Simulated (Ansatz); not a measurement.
CdTe:
```yaml
crystal:
  lattice:
    - [4.52302, 0.00000, 0.00000]
    - [-2.26151, 3.91705, 0.00000]
    - [0.00000, 0.00000, 10.26318]
  atoms:
    - { symbol: Cd, position: [0.50040, 0.00000, 0.66667] }
    - { symbol: Cd, position: [0.00000, 0.50040, 0.33333] }
    - { symbol: Cd, position: [0.49960, 0.49960, 0.00000] }
    - { symbol: Te, position: [0.50026, 0.00000, 0.16667] }
    - { symbol: Te, position: [0.00000, 0.50026, 0.83333] }
    - { symbol: Te, position: [0.49974, 0.49974, 0.50000] }
```

Relaxed with PBEsol. Special points in fractions of this cell's reciprocal vectors: Γ (0.000, 0.000, 0.000); M (0.500, 0.000, 0.000); K (0.333, 0.333, 0.000); A (0.000, 0.000, 0.500); L (0.500, 0.000, 0.500); H (0.333, 0.333, 0.500).

Q: List the band energies nearest the Fermi level at these points for plane-wave PAW PBEsol with spin–orbit coupling (Ansatz code).

A: In eV from the Fermi level; about four levels below and three above (degenerate sets whole), none deeper than 8.9 eV; points with the same levels are listed once.

| k | below | above |
|---|---|---|
| Γ | -0.50 -0.50 -0.49 -0.49 -0.02 -0.02 | 0.00 0.00 2.30 2.30 |
| M | -1.45 -1.45 -1.08 -1.08 | 1.39 1.39 1.59 1.59 |
| K | -1.42 -1.42 -1.23 -1.22 | 0.95 0.95 2.41 |
| A | -0.59 -0.59 -0.01 -0.01 | 1.68 1.68 1.68 1.68 |
| L | -1.58 -1.58 -1.08 -1.08 | 1.09 1.09 2.04 2.04 |
| H | -1.74 -1.74 -0.86 -0.86 | 2.35 2.35 2.55 2.55 2.56 |

Space group P6_222. The start of the workflow was typed in or built on a structure type; neither database checked (COD, Materials Project) lists it. It is not the phase usual at ambient conditions (space group No. 216). The cell was relaxed with PBEsol under the symmetry of its start; of distortions, only those at the zone centre were tested. Point labels and valley counts follow the cell and symmetry of the run, lower than the named group.

Potentials: the later of the program's two PAW sets.
